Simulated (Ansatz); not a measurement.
Input, command and steps of an Ansatz relaxation.

```yaml
crystal:
  lattice:
    - [3.232, 0.0, 0.0]
    - [-1.616, 2.798994105, 0.0]
    - [0.0, 0.0, 5.147]
  atoms:
    - { symbol: Zr, position: [0.3333333333, 0.6666666667, 0.25] }
    - { symbol: Zr, position: [0.6666666667, 0.3333333333, 0.75] }
basis:
  ecutwfc: 420
kpoints:
  mp_grid: { grid: [18, 18, 8] }
hamiltonian:
  xc: pbesol
scf:
  occupations: { method: gaussian, width: 0.1 }
output:
  forces: true
  stress: true
  eigenvalues: true
relax:
  adjacent_minimum: "off"
  f_tol: 0.005
  max_steps: 80
  cell: { stress_tol: 0.05 }
```

```bash
ansatz run input.yaml --threads 1 --pin off --max-ram 2560MiB --backend cpu --events-out ev --progress --plain --runs-dir out
```

All numbers below come from DFT PBEsol, scalar-relativistic, plane waves, PAW (Ansatz).

Of 6 frames 5 are shown, positions in Å and forces in eV/Å; the SCF threshold varies from step to step. Steps run on the plane waves of an earlier cell, with a Pulay correction in the pressure. The basis is chosen afresh for the last frame, the zero of the energies, and at times for earlier ones too; energy and pressure step there, also at an unchanged geometry. The mark taken_back stands on steps that the optimiser undid.

```xyz
2
Lattice="3.2320 0.0000 0.0000 -1.6160 2.7990 0.0000 0.0000 0.0000 5.1470" Properties=species:S:1:pos:R:3:forces:R:3 pbc="T T T" step=1 free_energy_over_end_meV_per_atom=8.69 pressure_GPa=-3.29
Zr    0.0000    1.8660    1.2868    0.0000    0.0000    0.0000
Zr    1.6160    0.9330    3.8603    0.0000    0.0000    0.0000
2
Lattice="3.1463 0.0000 0.0000 -1.5731 2.7248 0.0000 0.0000 0.0000 5.0355" Properties=species:S:1:pos:R:3:forces:R:3 pbc="T T T" step=2 free_energy_over_end_meV_per_atom=11.30 pressure_GPa=4.24 taken_back
Zr    0.0000    1.8165    1.2589    0.0000    0.0000    0.0000
Zr    1.5731    0.9083    3.7766    0.0000    0.0000    0.0000
2
Lattice="3.1901 0.0000 0.0000 -1.5950 2.7627 0.0000 0.0000 0.0000 5.1065" Properties=species:S:1:pos:R:3:forces:R:3 pbc="T T T" step=3 free_energy_over_end_meV_per_atom=-0.03 pressure_GPa=-0.14
Zr    0.0000    1.8418    1.2766    0.0000    0.0000    0.0000
Zr    1.5950    0.9209    3.8299    0.0000    0.0000    0.0000
2
Lattice="3.1868 0.0000 0.0000 -1.5934 2.7599 0.0000 0.0000 0.0000 5.1085" Properties=species:S:1:pos:R:3:forces:R:3 pbc="T T T" step=4 free_energy_over_end_meV_per_atom=-0.06 pressure_GPa=0.01
Zr    0.0000    1.8399    1.2771    0.0000    0.0000    0.0000
Zr    1.5934    0.9200    3.8314    0.0000    0.0000    0.0000
2
Lattice="3.1859 0.0000 0.0000 -1.5930 2.7591 0.0000 0.0000 0.0000 5.1119" Properties=species:S:1:pos:R:3:forces:R:3 pbc="T T T" step=6 free_energy_over_end_meV_per_atom=0.00 pressure_GPa=0.00
Zr    0.0000    1.8394    1.2780    0.0000    0.0000    0.0000
Zr    1.5930    0.9197    3.8339    0.0000    0.0000    0.0000
```

The run took 2.5 min on 1 thread of Intel(R) Xeon(R) Processor @ 2.50GHz (Skylake/Cascade Lake), with other jobs on the host, peak memory 0.44 GiB.